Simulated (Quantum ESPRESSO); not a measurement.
Quadrupole interaction in SnSe$_{2}$ (changed cell)

```yaml
crystal:
  lattice:
    - [3.88032, 0.00000, 0.00000]
    - [-1.94016, 3.36045, 0.00000]
    - [0.00000, 0.00000, 6.35616]
  atoms:
    - { symbol: Sn, position: [0.00000, 0.00000, 0.00000] }
    - { symbol: Se, position: [0.66667, 0.33333, 0.75017] }
    - { symbol: Se, position: [0.33333, 0.66667, 0.24983] }
```
The cell was made here from a computed Materials Project entry: strained by -2 % along the unique axis and by +1 % across it, atoms relaxed (PBE without dispersion, pw.x of a modified build of Quantum ESPRESSO, symmetry kept). The parent is SnSe2 in P-3m1; whether this form has been observed was not checked. Stability against distortions was not tested. The layers lie 3.2 Å apart; this gap hangs on dispersion, and neither it nor the stacking was checked against the measured crystal.

Principal values are ordered |Vxx| ≤ |Vyy| ≤ |Vzz|, η = (Vxx − Vyy)/Vzz, and C_Q = eQVzz/h is given by its size. Cores are frozen. Se had no test against all-electron runs. The structure is static (0 K, no zero-point motion).

Task: What do the calculations give at each independent site (field gradients by the PAW reconstruction of the field gradient on a scalar-relativistic PBE ground state (Quantum ESPRESSO, JTH datasets), 20 Ha, k-mesh 7×7×4 through Γ)?

Result: 
```tsv
site	site symmetry	Vzz (10²¹ V/m²)	η_Q	∣C_Q∣ (MHz)
Sn (atom 1)	-3m	under 0.2	–	–
Se (atoms 2, 3)	3m	-7.49	0.00	–
```
